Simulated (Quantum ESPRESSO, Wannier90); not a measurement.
**SiO2 (P4₁2₁2), plane waves to Wannier functions**

```xyz
12
Lattice="4.9927 0.0000 0.0000 0.0000 4.9927 0.0000 0.0000 0.0000 6.9339" Properties=species:S:1:pos:R:3 pbc="T T T"
Si    -1.5045    -1.5045     3.4670
Si    -0.9918     0.9918    -1.7335
Si     1.5045     1.5045     0.0000
Si     0.9918    -0.9918     1.7335
O     -0.5314    -1.1913     2.2196
O     -1.3050     1.9650    -2.9808
O      0.5314     1.1913    -1.2473
O      1.3050    -1.9650     0.4861
O      1.9650    -1.3050     2.9808
O      1.1913     0.5314     1.2473
O     -1.9650     1.3050    -0.4861
O     -1.1913    -0.5314    -2.2196
```

Materials Project entry mp-6945; symmetrised, unrelaxed at this level. COD (Crystallography Open Database) has the formula in 34 space groups, this one among them (matched by group alone). Method: PBEsol plane waves in Quantum ESPRESSO 7.5 (PseudoDojo norm-conserving files, 68 Ry, no spin polarisation, no spin-orbit coupling), Bloch states on a 4×4×4 mesh through Γ, Wannier90 4.0.1. Density: 6×6×6 mesh, cold smearing 0.01 Ry.

Bands 1-8 form an isolated set from -19.33 to -17.17 eV relative to the valence-band maximum (on the path) and are turned into 8 Wannier functions by minimising the spread from the start: atomic waves O 2s.

Centres (Cartesian, Å; one of the equivalent choices) and spreads:

```
n       x       y       z  spread (Å²)  nearest atom
-  ------  ------  ------  -----------  ------------
1  -0.478  -1.202   2.291        0.567            O5
2  -1.294   2.018  -2.909        0.567            O6
3   0.478   1.202  -1.176        0.567            O7
4   1.294  -2.018   0.558        0.567            O8
5   2.018  -1.294   2.909        0.567            O9
6   1.202   0.478   1.176        0.567           O10
7  -2.018   1.294  -0.558        0.567           O11
8  -1.202  -0.478  -2.291        0.567           O12
```

Ω_I = 4.53 Å², Ω_total = 4.54 Å²; the interpolated bands follow pw.x to 0.0 meV rms on the path. Only this start was tried; a symmetric start can stop on a saddle, and mixtures of these functions could lower the total by at most Ω_total − Ω_I.
